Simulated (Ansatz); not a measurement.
Data:

YSiO:
Space group P4/nmm, origin choice 1 (No. 129); a = 3.3489 Å, b = 3.3489 Å, c = 7.9688 Å, α = 90.00°, β = 90.00°, γ = 90.00°

```csv
atom,site,symmetry,x,y,z
Y,2c,4mm,0.5000,0.0000,0.3278
Si,2a,-4m2,0.0000,0.0000,0.0000
O,2c,4mm,0.0000,0.5000,0.3870
```

This is the PBEsol-relaxed structure.

### Question
All from the program Ansatz at the PBEsol level (PAW), unless another level is named. Predict the electronic character.

### Answer
metallic (no gap).

### Question
And the formation energy from the elements (no fitted shifts)?

### Answer
-2.09 eV/atom.

### Question
And the density of states at the Fermi level?

### Answer
0.29 states/eV per atom (mean over ±0.08 eV).

### Question
Give the gap with spin–orbit coupling.

### Answer
none (metallic).

The start of the workflow was typed in or built on a structure type; neither database checked (COD, Materials Project) lists it. Its standing as an ambient phase is unchecked. The cell was relaxed with PBEsol under the symmetry of its start; its stability against distortions is not shown here. The run is not spin-polarised. The references are the lowest solids computed at this level, not always the standard phases (solids in place of the gases). Scalar-relativistic: spin–orbit coupling is off unless named, which matters more the heavier the elements.

Potentials: the earlier of the program's two PAW sets. The files were generated under PBE; for other functionals the program regenerates the frozen cores, and for LDA and PBEsol the local potential too.
